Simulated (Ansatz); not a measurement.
SiSe2:
```
SiSe2
1.0
   -3.31089     5.62715     2.96651
    3.31089    -5.62715     2.96651
    3.31089     5.62715    -2.96651
Se Si
4 2
Cartesian
  2.05917   4.38975   2.96651
  1.25172  -1.23740   2.96651
  2.05917   6.86455   0.00000
  1.25172   1.23740   0.00000
  0.00000   0.00000   4.44976
  0.00000   0.00000   1.48325
```

Relaxed with PBE. Special points in fractions of this cell's reciprocal vectors: Γ (0.000, 0.000, 0.000); X (0.500, -0.500, 0.500); F0 (0.337, -0.337, 0.663); Σ0 (-0.337, 0.337, 0.337); Λ0 (0.319, 0.319, -0.319); G0 (0.681, -0.319, 0.319); R (0.000, 0.500, 0.000); W (0.250, 0.250, 0.250); S (0.500, 0.000, 0.000); T (0.000, 0.000, 0.500).

Task: List the band energies nearest the valence-band maximum at these points for DFT-PBE in the program Ansatz with PAW potentials.

Result: In eV from the valence-band maximum; about four levels below and three above (degenerate sets whole), none deeper than 8.9 eV; points with the same levels are listed once.

| k | below | above |
|---|---|---|
| Γ | -1.51 -0.92 -0.83 -0.19 | 2.89 3.05 3.48 |
| X | -1.67 -1.62 -1.19 -0.08 | 2.29 3.71 4.05 |
| F0 | -1.66 -1.47 -1.05 -0.01 | 2.61 3.59 4.31 |
| Λ0 | -1.26 -0.74 -0.73 -0.61 | 2.28 2.68 3.93 |
| R | -0.73 -0.73 -0.65 -0.65 | 2.49 2.49 3.98 3.98 |
| W | -0.75 -0.75 -0.67 -0.67 | 2.51 2.51 3.88 3.88 |
| S | -0.96 -0.96 -0.58 -0.58 | 2.55 2.55 4.10 4.10 |
| T | -1.63 -1.29 -1.02 -0.01 | 2.91 3.80 4.03 |

Space group Ibam. Symmetry was held in the PBE relaxation. The volume lies over 15 % above that of the usual cell of this phase: another minimum, or an error of the functional. A crystal of weakly bound chains computed without a dispersion correction: the cell and the soft elastic constants depend strongly on that. Scalar-relativistic: spin–orbit coupling is off unless named, which matters more the heavier the elements.

Potentials: the later of the program's two PAW sets.
